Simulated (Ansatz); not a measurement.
InP:
```
InP
1.0
    4.16917     0.00000     0.00000
   -2.08458     3.61060     0.00000
    0.00000     0.00000     6.84488
In P
2 2
Direct
  0.66667   0.33333   0.50024
  0.33333   0.66667   0.00024
  0.66667   0.33333   0.87476
  0.33333   0.66667   0.37476
```

Plane-wave PAW r²SCAN (Ansatz code) gives a gap of 1.10 eV without spin–orbit coupling, maximum at Γ, minimum at Γ.

Question: What happens when spin–orbit coupling is switched on?

Answer: The gap shrinks by 0.03 eV, to 1.07 eV; maximum at Γ, minimum at Γ.

Question: Give the electron effective mass with spin–orbit coupling.

Answer: 0.072, 0.085, 0.085 mₑ (principal values).

Question: Give the hole effective mass with spin–orbit coupling.

Answer: 0.16, 0.16, 1.1 mₑ (principal values).

Space group P6_3mc (wurtzite). The workflow started from a Materials Project entry (that database holds measured and hypothetical structures alike); the Crystallography Open Database copy checked does not list it. It is not the phase usual at ambient conditions (space group No. 216). The r²SCAN relaxation kept the symmetry of its start; its stability against distortions is not shown here.

Potentials: the later of the program's two PAW sets.
